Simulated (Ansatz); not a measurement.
Cu3Sn:
```yaml
crystal:
  lattice:
    - [4.28080, 0.00000, 0.00000]
    - [0.00000, 5.48219, 0.00000]
    - [0.00000, 0.00000, 4.78600]
  atoms:
    - { symbol: Cu, position: [0.50000, 0.00000, 0.29855] }
    - { symbol: Cu, position: [0.00000, 0.50000, 0.70145] }
    - { symbol: Cu, position: [0.00000, 0.75327, 0.15513] }
    - { symbol: Cu, position: [0.00000, 0.24673, 0.15513] }
    - { symbol: Cu, position: [0.50000, 0.74673, 0.84487] }
    - { symbol: Cu, position: [0.50000, 0.25327, 0.84487] }
    - { symbol: Sn, position: [0.50000, 0.50000, 0.34269] }
    - { symbol: Sn, position: [0.00000, 0.00000, 0.65731] }
```

Relaxed with r²SCAN.

Q: Give the Bader charges and basin volumes of the independent atoms, plane-wave PAW r²SCAN (Ansatz code).

A: 

| atom | Bader charge (e) | Bader volume (Å³) |
|---|---|---|
| Cu1 | -0.08 | 12.7 |
| Cu3 | -0.07 | 12.6 |
| Sn7 | +0.22 | 18.2 |

Space group Pmmn. The workflow started from a Materials Project entry (that database holds measured and hypothetical structures alike); the Crystallography Open Database files this formula in space group No. 59, but the cells were not matched. Its standing as an ambient phase is unchecked. The r²SCAN relaxation kept the symmetry of its start; its stability against distortions is not shown here. The run is not spin-polarised. Scalar-relativistic: spin–orbit coupling is off unless named, which matters more the heavier the elements.

Potentials: the earlier of the program's two PAW sets.
